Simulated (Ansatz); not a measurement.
Cu Kα1 powder pattern (kinematic, no thermal factors).
```json
{"2θ (°)": "13.66", "relative intensity": "1"}
{"2θ (°)": "27.52", "relative intensity": "10"}
{"2θ (°)": "28.14", "relative intensity": "58"}
{"2θ (°)": "31.40", "relative intensity": "21"}
{"2θ (°)": "39.76", "relative intensity": "100"}
{"2θ (°)": "41.80", "relative intensity": "2"}
{"2θ (°)": "49.80", "relative intensity": "37"}
{"2θ (°)": "51.15", "relative intensity": "8"}
{"2θ (°)": "56.81", "relative intensity": "7"}
{"2θ (°)": "57.84", "relative intensity": "8"}
{"2θ (°)": "58.17", "relative intensity": "8"}
{"2θ (°)": "60.06", "relative intensity": "3"}
{"2θ (°)": "64.58", "relative intensity": "8"}
{"2θ (°)": "65.53", "relative intensity": "22"}
{"2θ (°)": "66.99", "relative intensity": "2"}
{"2θ (°)": "74.17", "relative intensity": "3"}
{"2θ (°)": "78.88", "relative intensity": "15"}
{"2θ (°)": "79.94", "relative intensity": "4"}
{"2θ (°)": "80.05", "relative intensity": "6"}
{"2θ (°)": "81.69", "relative intensity": "2"}
{"2θ (°)": "85.71", "relative intensity": "4"}
{"2θ (°)": "86.58", "relative intensity": "20"}
```

The pattern is computed from a structure relaxed with DFT PBE, scalar-relativistic, plane waves, PAW (Ansatz). No spin polarisation. Its elements are Ge, S, Si.

Give the structure.

SiGe₂S.
Space group P-6m2 (No. 187). a = 3.659 Å, b = 3.659 Å, c = 6.477 Å, α = 90.00°, β = 90.00°, γ = 120.00°
```json
{"atom": "Si", "site": "1a", "symmetry": "-6m2", "x": "0.0000", "y": "0.0000", "z": "0.0000"}
{"atom": "Ge", "site": "2i", "symmetry": "3m.", "x": "0.6667", "y": "0.3333", "z": "0.7696"}
{"atom": "S", "site": "1d", "symmetry": "-6m2", "x": "0.3333", "y": "0.6667", "z": "0.5000"}
```

A pattern alone doesn't exclude other cells with like lines; this is the one computed.

Another cell of SiGe2S relaxed alike, in R3m, lies 116 meV/atom lower, so this cell isn't the stable form at this level.

It was reached by relaxing an invented guess, and it needn't be the stable form of this composition.
